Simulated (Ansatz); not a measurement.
B, beta-Sn type: geometry optimisation

Theory: DFT, LDA (PW92), plane waves (420 eV) with PAW, scalar-relativistic in Ansatz. The PAW files were generated under PBE, with cores re-solved for the functional.

k-point mesh 17×17×12, Fermi-Dirac smearing 0.1 eV, no spin polarisation. Cell and atoms relax.

Starting structure:

```
B
1.0
    -1.84711    1.84711    1.00852
     1.84711   -1.84711    1.00852
     1.84711    1.84711   -1.00852
B
2
Cartesian
  0.0000 0.0000 0.0000
  0.0000 1.8471 0.5043
```

Task: The pressure at the start is -12.0 GPa. By how much does the volume change?

Result: From 6.88 to 8.23 Å³ per atom, 19.6 %. The final cell has a = 1.616 Å, b = 7.227 Å, c = 2.819 Å.

The cell has left the beta-Sn structure type; it ends in Cmcm.

Task: How much energy does the relaxation gain?

Result: 899.8 meV per atom.

Path of the relaxation (the plane waves are chosen anew near the end, which can shift the energy a little):

```
step  E − E(final) (meV/atom)  V (Å³/atom)  P (GPa)  max force (eV/Å)
   0                   899.81        6.882   -12.02             0.002
   1                   856.12        6.654    -7.17             0.017
   2                   811.31        6.546    -5.32             0.036
   3                   727.63        6.354     0.13             0.069
   4                   679.48        6.412    -1.77             0.149
   5                   619.45        6.450    -3.14             0.280
   6                   517.96        6.448    -4.37             0.571
   7                   430.34        6.387    -4.27             0.753
   8                   354.51        6.149     4.30             0.475
   9                   228.53        6.441     6.35             0.467
  10                   132.89        6.647    13.44             0.090
  11                    87.09        7.080     2.85             0.054
  12                    59.94        7.286     5.96             0.080
  13                    49.18        7.596     1.27             0.000
  14                    48.96        7.665     0.02             0.008
  15                    48.95        7.665     0.01             0.003
  16                    48.96        7.669     0.01             0.001
  17                    48.96        7.669     0.00             0.000
  18                    10.23        7.669     3.34             0.006
  19                     2.59        7.998     0.88             0.013
  20                     1.84        8.153     0.08             0.009
  21                     1.90        8.198    -0.02             0.004
  22                     1.91        8.203     0.01             0.000
  23                     0.03        8.203     0.02             0.001
  24                     0.06        8.227     0.01             0.000
```

The k-point mesh keeps fewer symmetry operations than the starting structure has, so the cell can leave it.
